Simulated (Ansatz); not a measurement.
CuTaS₂:
```xyz
4
Lattice="3.3703 0.0000 0.0000 -1.6851 2.9187 0.0000 0.0000 0.0000 6.1124" Properties=species:S:1:pos:R:3 pbc="T T T"
S      1.6851     0.9729     4.5374
Ta     0.0000     0.0000     0.0000
S      0.0000     1.9458     1.5750
Cu     0.0000     0.0000     3.0562
```

Relaxed with PBE+D3(BJ). Special points in fractions of this cell's reciprocal vectors: Γ (0.000, 0.000, 0.000); M (0.500, 0.000, 0.000); K (0.333, 0.333, 0.000); A (0.000, 0.000, 0.500); L (0.500, 0.000, 0.500); H (0.333, 0.333, 0.500).

### Question
List the band energies nearest the Fermi level at these points for the program Ansatz at the PBE+D3(BJ) level (PAW).

### Answer
In eV from the Fermi level; about four levels below and three above (degenerate sets whole), none deeper than 8.9 eV; points with the same levels are listed once.

```
k                          below           above
-  -----------------------------  --------------
Γ  -2.14 -2.14 -0.33 -0.03 -0.03  2.68 3.01 3.01
M        -2.75 -2.51 -2.31 -0.73  1.98 2.34 2.86
K        -2.77 -2.77 -2.33 -2.33  0.71 1.45 1.45
A  -0.81 -0.81 -0.37 -0.37 -0.28  2.80 2.80 4.59
L        -2.59 -2.52 -1.32 -1.05  1.37 2.24 2.30
H  -2.89 -2.89 -2.80 -2.04 -2.04  0.38 0.38 0.98
```

Space group P-3m1. A made-up cell: these elements were put on the sites of a structure type; neither database checked (COD, Materials Project) lists it. Its standing as an ambient phase is unchecked. Symmetry was held in the PBE+D3(BJ) relaxation; of distortions, only those at the zone centre were tested. No spin polarisation was allowed. Scalar-relativistic: spin–orbit coupling is off unless named, which matters more the heavier the elements.

Potentials: the later of the program's two PAW sets.
